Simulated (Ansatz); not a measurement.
SbPt:
```cif
data_Pt2Sb2
_chemical_formula_sum 'Pt2 Sb2'
_space_group_name_H-M_alt 'P63/mmc'
_space_group_IT_number 194
_space_group_name_Hall '-P 6c 2c'
_cell_length_a 4.18727
_cell_length_b 4.18727
_cell_length_c 5.51153
_cell_angle_alpha 90.000
_cell_angle_beta 90.000
_cell_angle_gamma 120.000
loop_
_atom_site_label
_atom_site_type_symbol
_atom_site_symmetry_multiplicity
_atom_site_Wyckoff_symbol
_atom_site_fract_x
_atom_site_fract_y
_atom_site_fract_z
_atom_site_occupancy
Pt1 Pt 2 a 0.00000 0.00000 0.00000 1
Sb1 Sb 2 c 0.33333 0.66667 0.25000 1
```

Relaxed at zero pressure with r²SCAN (plane waves, PAW; program Ansatz).

**Question.** The volume is lowered by 9 % and shape and atoms relax at that volume. What pressure results, and how do the axes share the change?

**Answer.** 16.1 GPa; a -3.6 %, b -3.6 %, c -2.1 %; the energy rises by 85 meV/atom.

**Question.** Give the new structure.

**Answer.** 
Space group P6₃/mmc (No. 194); a = b = 4.038 Å, c = 5.394 Å, α = β = 90.00°, γ = 120.00°

```tsv
atom	site	symmetry	x	y	z
Pt	2a	-3m.	0.0000	0.0000	0.0000
Sb	2c	-6m2	0.3333	0.6667	0.2500
```

The phase is kept; no other phase was compared at this pressure.

Space group P6_3/mmc (NiAs type). The workflow started from an entry of the Crystallography Open Database (COD). Whether it is the stable phase at ambient conditions was not checked. Symmetry was held in the r²SCAN relaxation; its stability against distortions is not shown here. No spin polarisation was allowed. Spin–orbit coupling is left out wherever it is not named.

Potentials: the later of the program's two PAW sets.
